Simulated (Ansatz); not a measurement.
A geometry of Si2Ni away from equilibrium: step 2 of the relaxation of a relaxed Si2Ni cell, doubled along one cell vector, shaken by Gaussian noise of σ = 0.08 Å a coordinate. These are r2SCAN (plane waves to 500 eV, PAW, scalar-relativistic; Ansatz, an electronic-structure program) values and carry that method's errors. Γ-centred k-mesh 2×4×4 on the run's cell (coarser than for final values), Fermi–Dirac smearing 0.05 eV.

```xyz
12
Lattice="0.0167 9.5772 9.5699 4.8044 -0.0204 4.8137 4.7896 4.8026 -0.0056" Properties=species:S:1:pos:R:3:forces:R:3 pbc="T T T" free_energy=-28484.811 pressure_GPa=-0.5
Si     1.1623     1.1864     1.2580   -0.2101   -0.3686   -0.3501
Si     1.1441     6.0093     5.9645    0.3527    0.3136    0.3228
Si     1.1051     3.6580     3.5542    0.3708   -0.3979    0.0658
Si     1.2025     8.3768     8.3583   -0.0350    0.0189   -0.0667
Si     3.5461     1.1926     3.6265    0.9861   -0.9312    0.9026
Si     3.4931     6.0340     8.3882    0.8616   -0.8235    0.8095
Si     3.5595     3.6178     1.1664   -0.5817   -0.8701    0.8225
Si     3.5841     8.4060     5.9647   -0.3983   -0.4003    0.3968
Ni     2.3948     2.3357     2.4784   -0.9752    1.9415   -1.2720
Ni     2.3959     7.1930     7.1453   -0.6048    0.1969   -0.3467
Ni    -0.0289    -0.0314    -0.0161    0.2491    0.7979    0.2070
Ni    -0.0784     4.8293     4.8279   -0.0152    0.5227   -1.4915
```

Positions in Å, forces in eV/Å, free energy of the cell in eV (comparable only within this code, potentials and settings). Largest force: 2.52 eV/Å, on Ni9 (atoms numbered as listed); the geometry lies 0.02 eV/atom above the end of its relaxation.

No spin polarisation in the result. A magnetic state may lie lower.

The end of the path is a generated cell of Si2Ni: the first start was made by placing the elements on the sites of a structure type, and the end was not matched to a known phase here, so it may be hypothetical. Known forms of Si2Ni include space group No. 225.
